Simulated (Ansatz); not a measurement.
AlCo₃B:
```
CELL_PARAMETERS angstrom
      3.76402     0.00000     0.00000
      0.00000     3.76402     0.00000
      0.00000     0.00000     3.76402
ATOMIC_POSITIONS crystal
  Al 0.00000 0.00000 0.00000
  Co 0.00000 0.50000 0.50000
  Co 0.50000 0.00000 0.50000
  Co 0.50000 0.50000 0.00000
  B  0.50000 0.50000 0.50000
```
The run is spin-polarised; directions of the spins, atom by atom: 0 ↑ ↑ ↑ 0.

Relaxed with PBE.

Q: Which orbitals make up the states near the Fermi level in DFT-PBE in the program Ansatz with PAW potentials?

A: Within 0.5 eV of the Fermi level: Co 3d 94 %. Projections are on Löwdin-orthogonalised atomic valence shells; empty p or d shells of many metals are not among them.

Q: Tabulate the density of states.

A: States/eV per cell of 5 atoms, in 0.25 eV bins, energy from the Fermi level.

```tsv
E (eV)	total	Co 3d	B 2p	Al 3p
-7.85	0.28	0.04	0.02	0.01
-7.60	0.19	0.03	0.02	0.00
-7.35	0.44	0.03	0.11	0.01
-7.10	0.68	0.05	0.18	0.03
-6.85	0.98	0.11	0.25	0.06
-6.60	2.07	0.55	0.35	0.10
-6.35	2.47	0.61	0.48	0.17
-6.10	1.72	0.54	0.51	0.15
-5.85	1.04	0.36	0.36	0.10
-5.60	1.01	0.35	0.35	0.10
-5.35	1.41	0.51	0.40	0.12
-5.10	2.39	1.00	0.48	0.16
-4.85	2.44	1.08	0.58	0.20
-4.60	2.89	1.39	0.67	0.29
-4.35	2.56	1.35	0.63	0.19
-4.10	2.69	1.55	0.74	0.10
-3.85	2.83	1.75	0.78	0.08
-3.60	3.21	2.14	0.74	0.14
-3.35	4.38	3.00	0.60	0.50
-3.10	5.14	3.71	0.24	0.88
-2.85	7.23	5.41	0.17	1.32
-2.60	8.93	6.70	0.35	1.58
-2.35	5.45	4.06	0.39	0.80
-2.10	5.01	4.45	0.21	0.19
-1.85	3.52	3.33	0.03	0.04
-1.60	7.70	7.22	0.05	0.16
-1.35	7.81	7.25	0.08	0.14
-1.10	8.11	7.62	0.10	0.09
-0.85	9.61	9.10	0.14	0.08
-0.60	9.57	9.21	0.11	0.04
-0.35	8.55	8.23	0.06	0.05
-0.10	2.51	2.42	0.01	0.02
0.15	2.69	2.56	0.03	0.08
0.40	3.78	3.28	0.13	0.26
0.65	2.12	1.55	0.19	0.26
0.90	3.36	2.46	0.29	0.41
1.15	2.38	1.53	0.32	0.31
1.40	1.80	1.03	0.32	0.26
1.65	1.50	0.78	0.32	0.22
1.90	1.27	0.61	0.33	0.17
2.15	0.75	0.35	0.22	0.08
2.40	1.43	0.60	0.40	0.06
2.65	2.45	0.99	0.61	0.13
2.90	2.23	0.81	0.52	0.18
3.15	1.77	0.56	0.41	0.22
3.40	1.58	0.44	0.35	0.27
3.65	1.43	0.35	0.29	0.31
3.90	1.36	0.30	0.26	0.35
4.15	1.20	0.25	0.21	0.38
4.40	1.18	0.24	0.19	0.43
4.65	1.37	0.25	0.22	0.53
```

Space group Pm-3m (anti-perovskite). The start of the workflow was typed in or built on a structure type; neither database checked (COD, Materials Project) lists it. Its standing as an ambient phase is unchecked. The cell was relaxed with PBE under the symmetry of its start; its stability against distortions is not shown here. The final state is ferromagnetic, the only order run, not a proven ground state.

Potentials: the later of the program's two PAW sets.
